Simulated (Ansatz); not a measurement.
**VCuB in Ansatz, relaxation**

Run with:

```bash
ansatz run input.yaml --threads 2 --pin off --max-ram 3584MiB --backend cpu --events-out ev --progress --plain --runs-dir out
```

input.yaml:

```yaml
crystal:
  lattice:
    - [3.09109216, 0.0, 0.0]
    - [1.54554608, -6.71295887, 0.0]
    - [0.0, 0.0, -2.9949303]
  atoms:
    - { symbol: V, position: [0.91002, 0.17996, 0.75] }
    - { symbol: V, position: [0.08998, 0.82004, 0.25] }
    - { symbol: Cu, position: [0.30058, 0.39884, 0.25] }
    - { symbol: Cu, position: [0.69942, 0.60116, 0.75] }
    - { symbol: B, position: [0.4645, 0.071, 0.25] }
    - { symbol: B, position: [0.5355, 0.929, 0.75] }
  symmetry: { tolerance: 0.0003 }
kpoints:
  mp_grid: { grid: [6, 6, 6], shift: [0, 0, 0] }
magnetization:
  spin_polarized: false
scf:
  occupations: { method: fermi_dirac, width: 0.0224 }
  lower_state_search: "off"
hamiltonian:
  pseudopotentials: { kind: paw }
  xc: r2scan
basis:
  ecutwfc: 500
  fft_grid_basis: typed
relax:
  max_steps: 40
  cell: { p_target: 20.0 }
output:
  forces: true
  stress: true
  eigenvalues: true
  bader: true
  populations: true
  elf: true
  write_potential: true
  volumetric_format: npy
  dos:
    e_range: [-12, 8]
    de: 0.05
    projected: { site_lists: { B: [B], Cu: [Cu], V: [V] } }
checkpoint:
  read: saved_state
```

Origin of the cell: a known structure type with other elements, at an estimated volume, so it need not be a known compound.

The saved state is a converged single point of the same cell.

Steps («new basis» is an SCF on plane waves selected anew at the same cell):

```tsv
step	ΔH (meV/atom)	max force component (eV/Å)	P (GPa)	volume (Å³)	SCF iterations	step was
1	0.0	1.268	-10.10	62.15	8	accepted
2	-134.4	0.389	15.67	55.86	10	accepted
3	-139.3	0.202	21.56	54.87	10	accepted
4	-139.5	0.141	18.99	55.42	8	accepted
5	-140.6	0.036	19.91	55.22	7	accepted
6	-140.6	0.013	20.01	55.22	6	accepted
7	-140.6	0.003	19.99	55.22	7	accepted
8	-140.2	0.002	19.95	55.22	9	new basis
9	-140.2	0.000	20.01	55.21	7	accepted
10	-140.2	0.000	20.01	55.21	5	new basis
```

Step 1, with forces in eV/Å:

```xyz
6
Lattice="3.091 0.000 0.000 1.546 -6.713 0.000 0.000 0.000 -2.995" Properties=species:S:1:pos:R:3:forces:R:3 pbc="T T T" step=1
V     3.091   -1.208   -2.246    0.000    1.268    0.000
V     1.546   -5.505   -0.749    0.000   -1.268    0.000
Cu    1.546   -2.677   -0.749    0.000   -0.652    0.000
Cu    3.091   -4.036   -2.246    0.000    0.652    0.000
B     1.546   -0.477   -0.749    0.000    0.382    0.000
B     3.091   -6.236   -2.246    0.000   -0.382    0.000
```

Step 2, with forces in eV/Å:

```xyz
6
Lattice="3.010 0.000 0.000 1.505 -6.433 0.000 0.000 0.000 -2.885" Properties=species:S:1:pos:R:3:forces:R:3 pbc="T T T" step=2
V     3.010   -1.138   -2.164    0.000    0.389    0.000
V     1.505   -5.295   -0.721    0.000   -0.389    0.000
Cu    1.505   -2.605   -0.721    0.000   -0.341    0.000
Cu    3.010   -3.828   -2.164    0.000    0.341    0.000
B     1.505   -0.470   -0.721    0.000    0.223    0.000
B     3.010   -5.963   -2.164    0.000   -0.223    0.000
```

Step 3, with forces in eV/Å:

```xyz
6
Lattice="3.007 0.000 0.000 1.503 -6.344 0.000 0.000 0.000 -2.876" Properties=species:S:1:pos:R:3:forces:R:3 pbc="T T T" step=3
V     3.007   -1.111   -2.157    0.000    0.202    0.000
V     1.503   -5.233   -0.719    0.000   -0.202    0.000
Cu    1.503   -2.587   -0.719    0.000   -0.050    0.000
Cu    3.007   -3.757   -2.157    0.000    0.050    0.000
B     1.503   -0.463   -0.719    0.000    0.058    0.000
B     3.007   -5.881   -2.157    0.000   -0.058    0.000
```

Step 4, with forces in eV/Å:

```xyz
6
Lattice="3.018 0.000 0.000 1.509 -6.291 0.000 0.000 0.000 -2.919" Properties=species:S:1:pos:R:3:forces:R:3 pbc="T T T" step=4
V     3.018   -1.086   -2.189    0.000   -0.141    0.000
V     1.509   -5.205   -0.730    0.000    0.141    0.000
Cu    1.509   -2.576   -0.730    0.000    0.113    0.000
Cu    3.018   -3.715   -2.189    0.000   -0.113    0.000
B     1.509   -0.458   -0.730    0.000   -0.093    0.000
B     3.018   -5.833   -2.189    0.000    0.093    0.000
```

Step 5, with forces in eV/Å:

```xyz
6
Lattice="3.018 0.000 0.000 1.509 -6.323 0.000 0.000 0.000 -2.894" Properties=species:S:1:pos:R:3:forces:R:3 pbc="T T T" step=5
V     3.018   -1.097   -2.170    0.000    0.036    0.000
V     1.509   -5.226   -0.723    0.000   -0.036    0.000
Cu    1.509   -2.583   -0.723    0.000    0.014    0.000
Cu    3.018   -3.741   -2.170    0.000   -0.014    0.000
B     1.509   -0.462   -0.723    0.000   -0.002    0.000
B     3.018   -5.862   -2.170    0.000    0.002    0.000
```

Step 10, with forces in eV/Å:

```xyz
6
Lattice="3.019 0.000 0.000 1.510 -6.317 0.000 0.000 0.000 -2.895" Properties=species:S:1:pos:R:3:forces:R:3 pbc="T T T" step=10
V     3.019   -1.094   -2.171    0.000    0.000    0.000
V     1.510   -5.222   -0.724    0.000    0.000    0.000
Cu    1.510   -2.579   -0.724    0.000    0.000    0.000
Cu    3.019   -3.737   -2.171    0.000    0.000    0.000
B     1.510   -0.462   -0.724    0.000    0.000    0.000
B     3.019   -5.855   -2.171    0.000    0.000    0.000
```

```
Enthalpy lowered by     : 140.2 meV/atom
Volume change           : -11.16 %
Final pressure          : 20.01 GPa
Relaxation steps listed : 10
```

Caveats: no spin polarisation, so a magnetic state may lie lower; the k mesh is coarse if the cell is a metal; the relaxation held the start's symmetry, so the end may be a saddle point.

It ran for 110 s on 2 threads of Intel(R) Xeon(R) Platinum 8488C (Sapphire Rapids), with other jobs on the host, peak memory 0.69 GiB, from a saved density.
